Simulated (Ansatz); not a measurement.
## Mg: energy along a strain

Mg, Fm-3m, a = 4.489 Å (as given, not relaxed at this level: 0.1 GPa). This isn't the element's structure at ambient conditions. Ansatz: PBEsol, PAW, 420 eV, Γ-centred 18×18×18 mesh on 1 atom, Gaussian smearing 0.15 eV; no spin polarisation. Cell vectors (Å): 0.000 2.244 2.244; 2.244 0.000 2.244; 2.244 2.244 0.000. The cell is strained by x per cent times the pattern (1 1 0 0 0 0) in the order xx yy zz yz xz xy (engineering shears), with fractional coordinates held. y is the free energy over the start, V0 = 22.607 Å³/atom.

```
x (%) y (meV/atom)
-6.00             ?
-4.50         26.91
-3.00         11.80
-1.50          3.12
 0.00          0.00
 1.50          1.85
 3.00          8.16
 4.50         18.48
 5.25         25.00
 6.00         32.37
```

Q: Fit y = c1 x + c2 x² + c3 x³ to the other rows, get the stiffness along the pattern, and predict the missing energy.

A: Least squares on the rows shown. y = −0.38528 x + 1.1202 x² − 0.026445 x³. The clamped-ion stiffness p·C·p = 2 × 11.20 eV × 160.2 / 22.607 Å³ = 159 GPa; c1 is there for the stress left in the start, which by itself gives a slope of -0.37 meV/atom per %. At x = -6.00 the fit asked for gives 48.35 meV/atom. The run gave 49.26 meV/atom, so the fit is 0.91 meV/atom too low, 1.8 % of the span of the series, against an rms of 0.08 meV/atom on the fitted rows. The row lies outside the fitted range. With a term in x⁴ added, a fit to the same known rows predicts 49.17 meV/atom, so most of the miss is curvature that the known rows already hold.